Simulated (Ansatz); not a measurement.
Squeezing Au (fcc type)

```
CELL_PARAMETERS angstrom
0.00000 2.07874 2.07874
2.07874 0.00000 2.07874
2.07874 2.07874 0.00000
ATOMIC_POSITIONS crystal
Au 0.00000 0.00000 0.00000
```

The cell comes from a relaxation on PAW files under the same functional.

Its volume is scaled at fixed shape and fractional positions.

Level of theory: DFT with PBE, scalar-relativistic, in Ansatz 0.2.0; a Γ-centred 17×17×17 k mesh, Fermi–Dirac smearing of 0.1 eV, no spin polarisation. LAPW: all electrons, basis error target 1 meV/atom; PAW: frozen-core files, cutoff 420 eV; crystal datasets: all electrons, by PAW datasets that the program makes for each cell; norm-conserving: pseudopotentials, cutoff 1034 eV.

Energies are extrapolated to zero smearing and count from the unscaled cell; pressure is positive in compression; gaps take the mesh and a band path. No temperature or zero-point motion is included.

Spin–orbit coupling is left out, which matters for the heavy atoms.

| V/V0 | V (Å³/atom) | P LAPW (GPa) | ΔE LAPW (eV/atom) | P PAW − LAPW (GPa) | ΔE PAW − LAPW (meV/atom) |
| --- | --- | --- | --- | --- | --- |
| 1.00 | 17.97 | -0.01 | 0.000 | 0.01 | 0.0 |
| 0.92 | 16.53 | 14.86 | 0.060 | 0.03 | 0.2 |
| 0.84 | 15.09 | 40.5 | 0.297 | 0.07 | 0.7 |
| 0.76 | 13.65 | ? | 0.839 | 0.12 | 1.5 |
| 0.68 | 12.22 | 162.1 | 1.913 | 0.17 | 2.9 |
| 0.60 | 10.78 | 301.3 | 3.929 | 0.18 | 4.5 |
| 0.52 | 9.34 | 561.9 | 7.675 | 0.26 | 6.3 |
| 0.45 | 8.08 | 991.7 | 13.598 | 0.55 | 9.5 |

(1) Give the missing entry: row "0.76", column "P LAPW (GPa)".

(2) Fit the Vinet equation to the LAPW pressures over the whole range, with residuals weighted by 1/(|P| + 0.03·Pmax).

(3) At the smallest volume, how far do crystal datasets and norm-conserving lie from LAPW in pressure?

(4) How do the Löwdin populations by LAPW change from the unscaled cell to the last row?

Answers

(1) 84.7.

(2) V0 = 17.97 Å³/atom, B0 = 137 GPa and B0′ = 6.13, and the fit misses no point by more than 2.8 GPa. A fit over so wide a range pins B0 less well than one near rest.

(3) crystal datasets: 0.00 GPa; norm-conserving: +3.21 GPa, on a LAPW pressure of 991.7 GPa.

(4) Au 5s 1.99 → 1.96 electrons an atom. These are projections on the shells that the free atoms fill; 0.15 e a cell lies outside them at the start and 0.22 e at the end.
